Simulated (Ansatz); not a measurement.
Relaxed polymorphs of Sr. These are r2SCAN (plane waves to 500 eV, PAW, scalar-relativistic; Ansatz, an electronic-structure program) values and carry that method's errors. One row is withheld; estimate it from its structure type, its coordination and the trend of the others.

```tsv
structure	coordination	E − E(first row) (eV/atom)	V (Å³/atom)
Fm-3m, cF4, fcc (Cu type)	Sr 12 (cuboctahedral)	0.00	56.77
I4₁/amd, tI4, AFLOW prototype A_tI4_141_a (A5, as in Sn)	–	0.25	55.66
Im-3m, cI2, bcc (W type)	Sr 8 (cubic)+6	0.01	55.72
P6/mmm, hP3	–	0.05	57.47
P6₃/mmc, hP2, hcp (Mg type)	Sr 12 (anticuboctahedral)	[?]	[?]
Pm-3n, cP8	–	0.03	56.76
Fmmm, oF8	–	0.12	57.03
P6₃/mmc, hP4, AFLOW prototype A_hP4_194_ac (A3', as in La)	–	0.00	56.91
```

**Question.** Some entries are withheld; supply them.

**Answer.** 
- P6₃/mmc, hP2, hcp (Mg type), E − E(first row) (eV/atom): 0.00
- P6₃/mmc, hP2, hcp (Mg type), V (Å³/atom): 57.11

The withheld cell: P6₃/mmc (No. 194), hP2, hcp (Mg type); a = b = 4.3034 Å, c = 7.1221 Å, α = β = 90.00°, γ = 120.00°; Sr 2c (0.333, 0.667, 0.250). Coordination numbers (neighbours up to the widest gap in distance over summed covalent radii, below 1.35; n+m marks a second, longer set).

Probably no minimum, since a slightly shaken restart fell lower: I4₁/amd, tI4, AFLOW prototype A_tI4_141_a (A5, as in Sn) (by 0.25 eV/atom, to I4/mmm). 3 runs with a doubtful electronic state, a coarser numerical grid, an end not at rest or a source that can't be used are left out. Each run could gain symmetry but not lose that of its start, so entries can be saddle points. From databases, or of a type measured for this composition: Fm-3m, cF4, fcc (Cu type); Im-3m, cI2, bcc (W type); P6₃/mmc, hP2, hcp (Mg type); the others are generated cells (placed on structure types, drawn at random, substituted or restacked) that were not matched to a known phase here. Energies are at zero temperature and pressure, without zero-point motion. No spin polarisation in the result.
